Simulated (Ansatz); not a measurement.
Data:

KIO3:
```
CELL_PARAMETERS angstrom
      3.08428     1.78071     2.60939
     -3.08428     1.78071     2.60939
      0.00000    -3.56142     2.60939
ATOMIC_POSITIONS crystal
  K  0.00570 0.00570 0.00570
  I  0.50879 0.50879 0.50879
  O  0.54801 0.54801 0.09459
  O  0.09459 0.54801 0.54801
  O  0.54801 0.09459 0.54801
```

This is the PBEsol-relaxed structure.

Task: All from DFT-PBEsol in the program Ansatz with PAW potentials, unless another level is named. Estimate the formation energy from the elements (no fitted shifts).

Result: -0.95 eV/atom.

Task: And the gap with spin–orbit coupling?

Result: 1.92 eV.

Task: What about the HSE06 gap on the PBEsol cell?

Result: 3.20 eV.

Task: And the band gap?

Result: 2.16 eV (direct).

Task: Give the valence-band maximum.

Result: at T.

Space group R3m. The first step of the workflow began from a Materials Project structure, measured or hypothetical; the Crystallography Open Database files this formula in space group No. 160, but the cells were not matched. Its standing as an ambient phase is unchecked. The cell was relaxed with PBEsol under the symmetry of its start; whether a distortion lowers the energy is not shown. The references are the lowest solids computed at this level, not always the standard phases (solids in place of the gases). Scalar-relativistic: spin–orbit coupling is off unless named, which matters more the heavier the elements.

Potentials: the later of the program's two PAW sets.
